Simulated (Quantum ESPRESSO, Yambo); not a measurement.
## Levels of theory for the gap of MoS₂

MoS2 (space group R3m, No. 160): one geometry, one set of norm-conserving PBEsol (Quantum ESPRESSO, 80 Ry, no spin-orbit coupling) orbitals, self-energies from Yambo (6×6×6 Γ-centred k mesh, bands 2 to 107 and a 8 Ry block in the screening, 107 bands in G with the Bruneval-Gonze terminator, plasmon pole fitted at 27.2 eV).

Cell and atoms were relaxed with PBE+D3(BJ) from Materials Project entry mp-1434, within its symmetry.

```json
[
 {"level": "PBEsol (Quantum ESPRESSO)", "gap Z → (0, 0.167, -0.167) (eV)": "0.75", "direct gap at (0.167, -0.5, -0.167) (eV)": "1.77", "rough Yambo cost": "–"},
 {"level": "exchange only (Hartree-Fock self-energy on PBEsol orbitals)", "gap Z → (0, 0.167, -0.167) (eV)": "5.29", "direct gap at (0.167, -0.5, -0.167) (eV)": "6.46", "rough Yambo cost": "about 1/50 (12 states)"},
 {"level": "static COHSEX@PBEsol", "gap Z → (0, 0.167, -0.167) (eV)": "1.38", "direct gap at (0.167, -0.5, -0.167) (eV)": "2.47", "rough Yambo cost": "within a factor of two (4 states)"},
 {"level": "G0W0@PBEsol, plasmon pole", "gap Z → (0, 0.167, -0.167) (eV)": "1.14", "direct gap at (0.167, -0.5, -0.167) (eV)": "2.26", "rough Yambo cost": "1 (12 states)"}
]
```

Bare exchange has no screening and gives the widest gap; static COHSEX screens it but leaves out the frequency dependence, which G0W0 restores.

Costs are rough ratios of core time on shared machines.

Convergence of the G0W0 settings was not tested.

Spin-orbit splittings are left out.
